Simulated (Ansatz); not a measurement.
Al, DFT, LDA, all-electron LAPW, scalar-relativistic (Ansatz 0.2.0), run on 1 thread of Intel(R) Xeon(R) Platinum 8488C (Sapphire Rapids) on a shared host.

The cell comes from COD entry 4313206, which wasn't checked; take it as a given geometry. The listed cell was then made from it by scaling, straining or moving an atom.

Command: `ansatz run input.yaml --threads 1 --pin off --max-ram 3072MiB --backend cpu --events-out ev --progress --plain --runs-dir out`

```yaml
crystal:
  lattice:
    - [-0.0202398, 2.0138601, 2.0138601]
    - [2.0138601, -0.0202398, 2.0138601]
    - [2.0138601, 2.0138601, -0.0202398]
  atoms:
    - { symbol: Al, position: [0.0, 0.0, 0.0] }
kpoints:
  mp_grid: { grid: [17, 17, 17] }
  band_path:
    path:
      - [0.0, 0.0, 0.0]
      - [0.5, 0.5, 0.5]
      - [0.2525443832, 0.5, 0.7474556168]
      - [-0.2525443832, 0.2525443832, 0.5]
      - [0.0, 0.0, 0.5]
      - [0.0, 0.0, 0.0]
      - [-0.3762721916, 0.0, 0.3762721916]
      - [0.0, 0.3762721916, 0.6237278084]
      - [0.0, 0.5, 0.5]
    npoints: 5
scf:
  occupations: { method: fermi_dirac, width: 0.03 }
hamiltonian:
  xc: lda
  pseudopotentials: { kind: all_electron, lapw: { basis_error: 0.0005 } }
output:
  forces: true
  stress: true
  eigenvalues: true
```

Problem. How large is the problem that the program sets up?

Solution. 489 irreducible k-points, 65 plane waves at Γ, 10 bands.

Problem. Estimate the wall time and the peak memory.

Solution. 10 s of wall time for 5 SCF iterations, with a peak of 0.36 GiB. Times on shared machines scatter by tens of per cent.
